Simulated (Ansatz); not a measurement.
### Question
Each is relaxed and computed with r²SCAN (plane waves, PAW; program Ansatz). Which is the only metal?
A. BaGaGeH, P3m1 (Ba on 1b, Ga on 1a, Ge on 1c, H on 1a)
B. SiGeC2, P-4m2 (Ge on 1c, Si on 1a, C on 2g)
C. SiGe, wurtzite
D. Ta3Ge, P4_2/n (Ta on 8g, Ta on 8g, Ta on 8g, Ge on 8g)

### Answer
D, Ta3Ge, P4_2/n (Ta on 8g, Ta on 8g, Ta on 8g, Ge on 8g). Ta3Ge: metal; SiGeC2: gap 1.80 eV (indirect); SiGe: gap 0.66 eV (indirect); BaGaGeH: gap 0.56 eV. Typed or built starts, not in the databases checked: SiGeC2, P-4m2 (Ge on 1c, Si on 1a, C on 2g). Standing as an ambient phase not checked: Ta3Ge, P4_2/n (Ta on 8g, Ta on 8g, Ta on 8g, Ge on 8g); SiGe, wurtzite; BaGaGeH, P3m1 (Ba on 1b, Ga on 1a, Ge on 1c, H on 1a). All cells were relaxed under the symmetry of their starts (and spin orders); stability against distortions was not tested throughout. Rows with no word on spin ran without spin polarisation. Spin–orbit coupling is left out wherever it is not named.

Potentials: the later of the program's two PAW sets.
